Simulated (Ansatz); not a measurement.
**Spin-resolved density of states of EuGe₂ (P-3m1)**

```
Eu Ge
1.0
     4.35825    0.00000    0.00000
    -2.17913    3.77436    0.00000
     0.00000    0.00000    4.29063
Eu Ge
1 2
Direct
  0.00000 0.00000 0.00000
  0.66667 0.33333 0.51573
  0.33333 0.66667 0.48427
```

The geometry is a structure from the Materials Project, held fixed and not relaxed.

Functional, mesh and filling: LDA, 8×8×7 k mesh, Fermi–Dirac smearing of 0.03 eV. LAPW is all-electron LAPW in Ansatz 0.2.0. Site moments are integrated in spheres about the atoms. Start moments (μB): Eu1 7. DFT+U (Dudarev's form): U = 4.0 eV on Eu f.

Density of states, smoothed by a Gaussian of 0.15 eV:

| E − E_F (eV) | majority (states/eV/cell) | minority (states/eV/cell) |
| --- | --- | --- |
| -7.00 | 0.25 | 0.27 |
| -6.75 | 0.21 | 0.22 |
| -6.50 | 0.19 | 0.20 |
| -6.25 | 0.18 | 0.18 |
| -6.00 | 0.16 | 0.17 |
| -5.75 | 0.14 | 0.14 |
| -5.50 | 0.12 | 0.12 |
| -5.25 | 0.11 | 0.11 |
| -5.00 | 0.12 | 0.11 |
| -4.75 | 0.18 | 0.12 |
| -4.50 | 0.26 | 0.20 |
| -4.25 | 0.33 | 0.26 |
| -4.00 | 0.60 | 0.38 |
| -3.75 | 0.95 | 0.70 |
| -3.50 | 0.98 | 1.02 |
| -3.25 | 0.61 | 0.84 |
| -3.00 | 0.59 | 0.54 |
| -2.75 | 0.66 | 0.58 |
| -2.50 | 0.73 | 0.60 |
| -2.25 | 0.75 | 0.63 |
| -2.00 | 0.86 | 0.65 |
| -1.75 | 1.28 | 0.72 |
| -1.50 | 5.54 | 0.83 |
| -1.25 | 15.17 | 0.73 |
| -1.00 | 7.24 | 0.71 |
| -0.75 | 1.49 | 0.82 |
| -0.50 | 1.05 | 0.93 |
| -0.25 | 0.73 | 0.75 |
| 0.00 | 0.62 | 0.56 |
| 0.25 | 0.64 | 0.55 |
| 0.50 | 0.72 | 0.58 |
| 0.75 | 0.81 | 0.72 |
| 1.00 | 0.72 | 0.81 |
| 1.25 | 0.63 | 0.66 |
| 1.50 | 0.59 | 0.53 |
| 1.75 | 0.73 | 0.60 |
| 2.00 | 0.65 | 0.67 |
| 2.25 | 0.68 | 0.58 |
| 2.50 | 0.81 | 0.58 |
| 2.75 | 0.95 | 0.65 |
| 3.00 | 1.22 | 0.80 |
| 3.25 | 1.50 | 1.00 |
| 3.50 | 1.58 | 1.17 |
| 3.75 | 1.65 | 1.34 |
| 4.00 | 1.79 | 1.21 |
| 4.25 | 1.77 | 1.36 |
| 4.50 | 1.92 | 1.55 |

Question: What spin moment does the cell carry?

Answer: 7.04 μB. Site moments (μB): Eu1 6.86, Ge2 -0.01, Ge3 -0.01.

Löwdin populations of d and f shells (filled inner shells left out):

| shell | up | down |
| --- | --- | --- |
| Eu1 5d | 0.92 | 0.79 |
| Eu1 4f | 6.92 | 0.01 |

Further occupied bands lie below the window, the nearest with its top at -9.0 eV.

Spin–orbit coupling is left out although heavy atoms are present. With open f shells a run can end in a state that isn't the lowest. None of this fixes the real material's magnetic order: only patterns that fit the cell were computed, at zero temperature, with a functional that can overstate moments.
